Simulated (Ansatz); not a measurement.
Cells of Hf relaxed with PBEsol (plane waves to 420 eV, PAW, scalar-relativistic; Ansatz, a first-principles code), each with a space-group label. One label is wrong.

**A**, labelled Pm-3n (No. 223)
```yaml
crystal:
  lattice:
    - [5.55695, 0.00000, 0.00000]
    - [0.00000, 5.55695, 0.00000]
    - [0.00000, 0.00000, 5.55695]
  atoms:
    - { symbol: Hf, position: [0.25000, 0.00000, 0.50000] }
    - { symbol: Hf, position: [0.75000, 0.00000, 0.50000] }
    - { symbol: Hf, position: [0.00000, 0.50000, 0.25000] }
    - { symbol: Hf, position: [0.00000, 0.50000, 0.75000] }
    - { symbol: Hf, position: [0.50000, 0.25000, 0.00000] }
    - { symbol: Hf, position: [0.50000, 0.75000, 0.00000] }
    - { symbol: Hf, position: [0.00000, 0.00000, 0.00000] }
    - { symbol: Hf, position: [0.50000, 0.50000, 0.50000] }
```

**B**, labelled R3 (No. 146)
```xyz
8
Lattice="4.1079 2.3717 3.0077 -4.1079 2.3717 3.0077 0.0000 -4.7435 3.0077" Properties=species:S:1:pos:R:3 pbc="T T T"
Hf     1.0578    -2.8016     5.4691
Hf    -1.4948     2.5486     3.7532
Hf     2.9546     0.0202     3.7532
Hf    -2.9551     0.4847     5.4691
Hf    -1.4598    -2.5689     3.7532
Hf     1.8973     2.3169     5.4691
Hf     0.0000     0.0000     8.2301
Hf     0.0000     0.0000     4.8408
```

**C**, labelled Fd-3m (No. 227)
```xyz
3
Lattice="4.9191 0.0000 0.0000 -2.4595 4.2600 0.0000 0.0000 0.0000 3.0612" Properties=species:S:1:pos:R:3 pbc="T T T"
Hf     2.4595     1.4200     1.5306
Hf     0.0000     2.8400     1.5306
Hf     0.0000     0.0000     0.0000
```

**D**, labelled Fm-3m (No. 225)
```
CELL_PARAMETERS angstrom
      0.00000     2.20927     2.20927
      2.20927     0.00000     2.20927
      2.20927     2.20927     0.00000
ATOMIC_POSITIONS crystal
  Hf 0.50000 0.50000 0.50000
```

Q: Which label is wrong, and what should it be (tolerance 0.01 Å)?

A: C: its symmetry is P6/mmm (No. 191), hP3; a = b = 4.919 Å, c = 3.061 Å, α = β = 90.00°, γ = 120.00°.

Each run could gain symmetry but not lose that of its start, so entries can be saddle points. From databases, or of a type measured for this composition: P6/mmm, hP3; Fm-3m, cF4, fcc (Cu type); the others are generated cells (placed on structure types, drawn at random, substituted or restacked) that were not matched to a known phase here.

No spin polarisation in the result. A magnetic state may lie lower.
